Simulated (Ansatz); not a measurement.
These are results of Ansatz 0.2.0, DFT PBE, scalar-relativistic, plane waves, PAW, and for the lanthanide a 4f-in-core norm-conserving potential, not measurements. All cells share a 690 eV cutoff and Γ-centred k meshes spaced at most about 0.3 Å⁻¹ (about 0.25 or finer for metals, 2π included). No spin polarisation in the final relaxations.

All energies are static (0 K, no zero-point motion).

Two forms of Sm3H2 were relaxed alike.

1.

```xyz
5
Lattice="5.9711 0.0000 0.0000 -2.9856 5.1712 0.0000 0.0000 0.0000 4.8871" Properties=species:S:1:pos:R:3 pbc="T T T"
Sm    0.0000    3.4474    2.4435
Sm    2.9856    1.7237    2.4435
Sm    0.0000    0.0000    2.4435
H     0.0000    0.0000    4.5206
H     0.0000    0.0000    0.3665
```

2.

```xyz
5
Lattice="3.6818 0.0000 0.0000 -1.8409 3.1886 0.0000 0.0000 0.0000 9.2327" Properties=species:S:1:pos:R:3 pbc="T T T"
Sm    1.8409    1.0629    1.5654
Sm    1.8409    1.0629    7.6673
Sm    0.0000    0.0000    4.6164
H     0.0000    0.0000    0.0000
H     0.0000    2.1257    4.6164
```

**Question.** Which form is favoured at zero pressure, and by what margin per atom?

**Answer.** Cell 2 is lower, by 0.86 eV/atom. Cell 1 has space group P6/mmm (No. 191), 30.2 Å³/atom and no gap on its mesh; cell 2 has space group P-6m2 (No. 187), 21.7 Å³/atom and no gap. Counting H atoms around Sm (those within 1.25 times the shortest such distance or 1.15 times the sum of covalent radii, 1.27 where that leaves under three; a plus sign parts nearer from farther groups; the shortest distance is added where it exceeds 1.18 times the sum of covalent radii; a slash parts the counts of unlike sites), cell 1 has Sm 2+2/6+6 from 4.0 Å and cell 2 has Sm 3. Cell 1 holds H–H pairs as short as in free H₂ molecules (shortest 0.73 Å); in cell 2 the shortest H–H distance is 3.68 Å. The denser one is the lower, and pressure would at first widen the difference. Both come from invented guesses.

With hydrogen, zero-point motion can shift such differences by 10 meV/atom or more. Cells relaxed within their symmetry can be saddle points.

The lanthanide is trivalent by construction, without f bands, f moments or other valences.
